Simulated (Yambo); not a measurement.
YVO$_{4}$ (space group I4_1/amd, No. 141): one transition space (4×4×4 mesh, 20 valence and 11 conduction bands, Tamm-Dancoff) with different kernels in Yambo, on PBEsol orbitals; field along x. BSE alone uses the static screening with 107 bands and a 3 Ry block; its scissor and those of RPA and TDDFT come from G0W0, that of the TDHF-type run from bare exchange. Axes are Cartesian, with cell vectors (Å) (-3.57, 3.57, 3.15), (3.57, -3.57, 3.15), (3.57, 3.57, -3.15).

```csv
kernel,scissor (eV),direct gap with it (eV),lowest state (eV)
BSE (screened electron-hole attraction),2.15,5.04,?
"TDHF-type (unscreened attraction, exchange-only scissor)",12.08,14.97,?
RPA (no attraction),2.15,5.04,5.04 (dark)
```

Problem. Complete the blanks.

Solution. 
- BSE (screened electron-hole attraction), lowest state (eV): 3.95 (dark)
- TDHF-type (unscreened attraction, exchange-only scissor), lowest state (eV): 8.70 (dark)

RPA leaves the lowest state at the direct gap: no bound exciton. These are vertical excitations (zero momentum). Spin singlets only. Strong means a line over 3 % of the spectrum's maximum, dark under 0.03 %. Absolute energies carry the error of the G0W0 scissor, whose convergence isn't established; the long-wavelength screening was taken along (1,1,1) although the crystal is anisotropic. Convergence of the binding with the mesh was not shown.

Geometry of the Materials Project entry, not relaxed at this level; primitive cell a = b = c = 5.9468 Å, α = β = 106.28°, γ = 116.07°.

The runs are not spin-polarised; magnetic order was not tried.
